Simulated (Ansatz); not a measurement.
CsLi3O2: from a guess to a relaxed structure

Level of theory: DFT PBE, scalar-relativistic, plane waves, PAW (Ansatz). Cutoff 420 eV, Gaussian smearing, Γ-centred meshes. Cell and atoms relax first on a coarse mesh and then on a finer one. In between, the cell is made exact in the group found at 0.06 Å. In metals the finer mesh still leaves noise of several meV/atom or more. The steps can't lower the symmetry of their start. No spin polarisation.

The guess for CsLi3O2 was made by a generator: random cell by space group and Wyckoff sites (P6/mmm, No. 191). The dimensions are guesses.

```yaml
crystal:
  lattice:
    - [4.33680, 0.00000, 0.00000]
    - [-2.16840, 3.75578, 0.00000]
    - [0.00000, 0.00000, 6.54239]
  atoms:
    - { symbol: Cs, position: [0.00000, 0.00000, 0.50000] }
    - { symbol: Li, position: [0.00000, 0.00000, 0.00000] }
    - { symbol: Li, position: [0.33333, 0.66667, 0.00000] }
    - { symbol: Li, position: [0.66667, 0.33333, 0.00000] }
    - { symbol: O, position: [0.33333, 0.66667, 0.50000] }
    - { symbol: O, position: [0.66667, 0.33333, 0.50000] }
```

Formation energies are uncorrected and refer to the elements' standard structures at the same level (O₂ as a molecule).

Question: Where does the relaxation end?

Answer: The symmetry stays P6/mmm (No. 191). The volume per atom grows by 3.3 %, from 17.8 to 18.3 Å³. The shortest distance goes from 2.50 Å (Cs–O, Li–Li and O–O) to 2.16 Å (Cs–Li and Li–O). The ratio c/a of the conventional cell changes by a factor of 0.53. The energy falls by about 0.60 eV/atom (the start's value is from the coarse mesh). Conventional cell: a = 5.427 Å, c = 4.314 Å. Around Cs lie 2 Li at 2.16 Å, 6 O at 3.13 Å, 12 Li at 3.80 Å and 2 Cs at 4.31 Å; around Li on a site of symmetry 6/mmm lie 2 Cs at 2.16 Å; Li on a site of symmetry -6m2 is surrounded by 2 O at 2.16 Å, 6 Li at 3.13 Å, 6 Cs at 3.80 Å and 6 O at 3.80 Å; O is surrounded by 2 Li at 2.16 Å, 3 Cs at 3.13 Å and 3 O at 3.13 Å.

```
CELL_PARAMETERS angstrom
5.42748 0.00000 0.00000
-2.71374 4.70034 0.00000
0.00000 0.00000 4.31413
ATOMIC_POSITIONS crystal
Cs 0.00000 0.00000 0.50000
Li 0.00000 0.00000 0.00000
Li 0.33333 0.66667 0.00000
Li 0.66667 0.33333 0.00000
O 0.33333 0.66667 0.50000
O 0.66667 0.33333 0.50000
```

Question: How does it come out in energy, and is it a metal?

Answer: The formation energy is +0.01 eV/atom and the gap on the 9×9×10 mesh of the 6-atom cell is 0 eV (a metal).

The formation energy is too near zero to say whether this cell lies below the elements.

The last run used Gaussian smearing of 0.10 eV. The k mesh leaves some 4 meV/atom of noise in the energy of each metallic cell. The cell is a metal run without spin; a magnetic state may lie lower. Symmetry constrained the relaxation, so the result can be a saddle point.
